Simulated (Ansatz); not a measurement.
**A short bond in Ir (hcp type)**

```
Ir
1.0
     2.74486    0.00000    0.00000
    -1.37243    2.37712    0.00000
     0.00000    0.00000    4.44668
Ir
2
Direct
  0.33333 0.66667 0.25000
  0.66667 0.33333 0.75000
```

The cell is a prototype at a set volume, not relaxed; it needn't be the stable phase.

Its shortest bond, of 2.730 Å between atom 1 (Ir) and the nearest image of atom 2 (Ir), is scaled by moving both atoms along it, with the cell held. The force apart is half the difference of the two atoms' forces along the bond; it holds the pull and push of their other neighbours too.

Computed with Ansatz 0.2.0; functional PBEsol, scalar-relativistic. Settings: a Γ-centred 13×13×7 k mesh, Fermi–Dirac smearing of 0.05 eV, no spin polarisation. Methods: LAPW: all electrons, basis error target 1 meV/atom; PAW: frozen-core files, cutoff 420 eV.

Energies are extrapolated to zero smearing and count from the unscaled cell; pressure is positive in compression; gaps take the mesh and a band path. No temperature or zero-point motion is included.

Spin–orbit coupling is left out, which matters for the heavy atoms. The PAW files were made under PBE.

```csv
bond (Å),force apart (eV/Å),P LAPW (GPa),ΔE LAPW (eV/atom),P PAW − LAPW (GPa),ΔE PAW − LAPW (meV/atom),force PAW − LAPW (eV/Å)
2.730,0.00,-9.71,0.000,0.03,0.0,0.000
2.403,3.90,?,0.284,0.01,-0.4,-0.006
2.239,8.17,28.4,0.760,0.00,-1.2,-0.011
2.075,15.34,65.6,1.700,-0.03,-2.4,-0.016
```

Q: What belongs in the row "2.403", column "P LAPW (GPa)"?

A: 6.00.
